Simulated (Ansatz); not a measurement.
Data:

ZnS:
```cif
data_S2Zn2
_chemical_formula_sum 'Zn2 S2'
_space_group_name_H-M_alt 'P63/mmc'
_space_group_IT_number 194
_space_group_name_Hall '-P 6c 2c'
_cell_length_a 3.56492
_cell_length_b 3.56492
_cell_length_c 5.81647
_cell_angle_alpha 90.000
_cell_angle_beta 90.000
_cell_angle_gamma 120.000
loop_
_atom_site_label
_atom_site_type_symbol
_atom_site_symmetry_multiplicity
_atom_site_Wyckoff_symbol
_atom_site_fract_x
_atom_site_fract_y
_atom_site_fract_z
_atom_site_occupancy
Zn1 Zn 2 a 0.00000 0.00000 0.00000 1
S1 S 2 c 0.33333 0.66667 0.25000 1
```

This is the PBEsol-relaxed structure.

All from plane-wave PAW PBEsol (Ansatz code), unless another level is named. Estimate the static dielectric constant ε0 (ions relaxed, cell fixed).

36.5 (xx = yy), 131 (zz).

Predict the Born charges (a third of the trace).

Zn +2.98, S -2.98 e.

Predict the electronic dielectric constant ε∞ (DFPT).

10.6 (xx = yy), 11.6 (zz).

Space group P6_3/mmc (NiAs type). The start of the workflow was typed in or built on a structure type; neither database checked (COD, Materials Project) lists it. It is not the phase usual at ambient conditions (space group No. 186, 216). The cell was relaxed with PBEsol under the symmetry of its start; phonons show weakly imaginary modes.

Potentials: the earlier of the program's two PAW sets. The files were generated under PBE; for other functionals the program regenerates the frozen cores, and for LDA and PBEsol the local potential too.
